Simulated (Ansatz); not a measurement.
SrMoO$_{3}$ (cubic perovskite, Pm-3m), PBEsol (plane waves, PAW; program Ansatz), all energies at zero smearing, with the estimated change up to a 700 eV cutoff added, with one set of potentials and settings (totals compare only within such a set). Cell of 10 atoms (2 Sr, 2 Mo, 6 O): -20154.111 eV.

| element | reference phase | E (eV/atom) |
|---|---|---|
| Sr | Fm-3m, 1 atoms in the cell | -3492.2134 |
| Mo | Im-3m, 1 atoms in the cell | -4897.4695 |
| O | C2/m, 4 atoms in the cell, spin-polarised | -558.3554 |

Formation energy per atom, worked out: (-20154.111 − 2×(-3492.2134) − 2×(-4897.4695) − 6×(-558.3554))/10 = -2.461 eV/atom (-237 kJ per mol of atoms), at 0 K, without zero-point energy or fitted corrections.

The workflow started from a Materials Project entry (that database holds measured and hypothetical structures alike); the Crystallography Open Database copy checked does not list it. Its standing as an ambient phase is unchecked. The cell keeps a stress of up to 0.2 GPa. Symmetry was held in the PBEsol relaxation; its stability against distortions is not shown here. The workflow began spin-polarised and lost its moments. No Hubbard U is applied. The references are the lowest solids computed at this level, not always the standard phases (solids in place of the gases).

Potentials: the later of the program's two PAW sets.
